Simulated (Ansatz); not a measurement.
## Scan of one atom of the cell for CoSn (CoSn type, space group P6/mmm)

Relaxed CoSn (CoSn type, space group P6/mmm):

```
CELL_PARAMETERS angstrom
      5.29399     0.00000     0.00000
     -2.64700     4.58473     0.00000
      0.00000     0.00000     4.23543
ATOMIC_POSITIONS crystal
  Co 0.50000 0.00000 0.00000
  Co 0.50000 0.50000 0.00000
  Co 0.00000 0.50000 0.00000
  Sn 0.00000 0.00000 0.00000
  Sn 0.33333 0.66667 0.50000
  Sn 0.66667 0.33333 0.50000
```

In each cell atom 2 (Co, nearest neighbour Sn at 2.612 Å; its periodic images, 4.2 Å or more away, move with it) moves by s·(0.000, 0.000, 1.000) (along Cartesian z), the rest being held.

Method: PBE (plane waves to 420 eV, PAW, scalar-relativistic; Ansatz, an electronic-structure program). k mesh 8×8×9 (Γ-centred), Fermi-Dirac smearing 0.05 eV. The energy includes the smearing's −TS. Compression counts positive. With partly filled bands, energies and forces of such displacements shift with the k mesh and the smearing. F∥ is the force on the atom along that direction. CoSn is run without spin polarisation. CoSn was relaxed with its symmetry unable to fall. The zero of ΔE is the undisplaced structure.

```csv
s (Å),ΔE (meV/cell),F∥ (eV/Å),P (GPa)
-0.260,240,2.040,1.5
-0.208,148,1.524,1.0
-0.156,81,1.077,0.5
-0.104,35,0.685,0.2
-0.052,9,0.333,0.1
0.000,0,0.000,0.0
0.052,9,-0.333,0.1
0.104,35,-0.685,0.2
0.156,81,-1.077,0.5
0.208,148,-1.524,1.0
0.260,240,-2.040,1.5
```

Derived quantities:

```
Quantity                                                                                                                                              Value
--------------------------------------------------------  -------------------------------------------------------------------------------------------------
Energy at s = 0.260 Å                                                                                                                          240 meV/cell
Force along the line at s = -0.260 Å                                                                                                              2.04 eV/Å
Symmetry of the curve                                                                                                         even: the same for both signs
Shape of the curve                                                                           a single well with its minimum at or next to zero displacement
Force constant k = d²E/ds² at s = 0 (finite differences)                                                                                         6.33 eV/Å²
Harmonic estimate at the end of the scan                  ½ks² = 214 meV/cell against the computed 240 meV/cell, so the well is stiffer than harmonic there
```

(For displaced atoms, the force is minus the slope of the energy, and its curvature is a force constant, which sets phonon frequencies.)
